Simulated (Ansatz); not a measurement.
Input:

ZrB$_{2}$:
```
ZrB2
1.0
    3.16727     0.00000     0.00000
   -1.58363     2.74293     0.00000
    0.00000     0.00000     3.55203
Zr B
1 2
Direct
  0.00000   0.00000   0.00000
  0.33333   0.66667   0.50000
  0.66667   0.33333   0.50000
```

This is the r²SCAN-relaxed structure. x, y and z are the axes in which the lattice vectors are written.

Q: All from plane-wave PAW r²SCAN (Ansatz code), unless another level is named. Give the Debye temperature from the elastic constants.

A: 941 K.

Q: And the elastic constants (relaxed ions, GPa)?

A: C11 = 579, C12 = 53.5, C13 = 120, C33 = 442, C44 = 256.

Q: What about the highest zone-centre frequency?

A: 96.1 meV.

Space group P6/mmm. The cell was relaxed with r²SCAN under the symmetry of its start. The run is not spin-polarised. As this level gives no gap, shear constants depend on the k-mesh and smearing (Fermi–Dirac, 0.1 eV here).

Potentials: the earlier of the program's two PAW sets. The files were generated under PBE; for other functionals the program regenerates the frozen cores, and for LDA and PBEsol the local potential too.
